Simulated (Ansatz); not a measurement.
**AlGaN2: energy along a strain**

AlGaN2, P-4m2, a = 3.141 Å, c = 4.424 Å (as given, not relaxed at this level: -0.4 GPa, forces to 0.09 eV/Å). The structure is a Materials Project entry; whether it is the stable form wasn't checked. Ansatz: r2SCAN, PAW, 500 eV, Γ-centred 8×8×6 mesh on 4 atoms, Gaussian smearing 0.05 eV; no spin polarisation. Cell vectors (Å): 3.141 0.000 0.000; 0.000 3.141 0.000; 0.000 0.000 4.424. The cell is strained by x per cent times the pattern (1 1 0 0 0 0) in the order xx yy zz yz xz xy (engineering shears), with fractional coordinates held. y is the free energy over the start, V0 = 10.910 Å³/atom.

```
x (%) y (meV/atom)
-2.00         11.89
-1.50          6.42
-1.00          2.65
-0.50          0.53
 0.00          0.00
 0.50          1.02
 1.00          3.53
 1.50          7.49
 1.75         10.00
 2.00             ?
```

Fit y = c1 x + c2 x² + c3 x³ to the other rows, get the stiffness along the pattern, and predict the missing energy.

Least squares on the rows shown. y = 0.5073 x + 3.092 x² − 0.06696 x³. The clamped-ion stiffness p·C·p = 2 × 30.92 eV × 160.2 / 10.910 Å³ = 908 GPa (second derivative at the start, which stands under stress). At x = 2.00 the fit asked for gives 12.85 meV/atom. The run gave 12.86 meV/atom, so the fit is 0.01 meV/atom too low, a small miss on the scale of the series.

Cost: 10 runs of about 0.88 core-minutes in all, on Intel Xeon 6975P-C (Granite Rapids) (shared hosts).